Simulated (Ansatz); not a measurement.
Consider the following.

Te:
```yaml
crystal:
  lattice:
    - [4.62484, 0.00000, 0.00000]
    - [-2.31242, 4.00523, 0.00000]
    - [0.00000, 0.00000, 5.90360]
  atoms:
    - { symbol: Te, position: [0.25334, 0.00000, 0.33333] }
    - { symbol: Te, position: [0.00000, 0.25334, 0.66667] }
    - { symbol: Te, position: [0.74666, 0.74666, 0.00000] }
```

This is the r²SCAN-relaxed structure.

Q: All from r²SCAN in the plane-wave PAW code Ansatz, unless another level is named. Estimate the smallest direct gap on the standard path.

A: 0.59 eV.

Q: Predict the band gap.

A: 0.54 eV (indirect).

Q: Next, the conduction-band minimum?

A: at H (2 equivalent valleys).

Q: And the valence-band maximum?

A: on the L–H line, 77 % of the way from L.

Space group P3_121 (trigonal Se type). The cell was relaxed with r²SCAN under the symmetry of its start. A crystal of weakly bound chains computed without a dispersion correction: the cell and the soft elastic constants depend strongly on that. Scalar-relativistic: spin–orbit coupling is off unless named, which matters more the heavier the elements.

Potentials: the earlier of the program's two PAW sets.
